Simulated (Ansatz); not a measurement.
Input:

As:
```
As
1.0
    0.00000     2.10981     2.10981
    2.10981     0.00000     2.10981
    2.10981     2.10981     0.00000
As
1
Direct
  0.00000   0.00000   0.00000
```

This is the r²SCAN+D4-relaxed structure.

Task: All from plane-wave PAW r²SCAN+D4 (Ansatz code), unless another level is named. Predict the electronic character.

Result: metallic (no gap).

Task: Predict the density of states at the Fermi level.

Result: 0.56 states/eV per atom (mean over ±0.08 eV).

Task: And the gap with spin–orbit coupling?

Result: none (metallic).

Space group Fm-3m (fcc (Cu type)). A made-up cell: these elements were put on the sites of a structure type; neither database checked (COD, Materials Project) lists it. It is not the phase usual at ambient conditions (space group No. 166). Symmetry was held in the r²SCAN+D4 relaxation. At this level the phase is mechanically unstable. Spin–orbit coupling is left out wherever it is not named.

Potentials: the earlier of the program's two PAW sets.
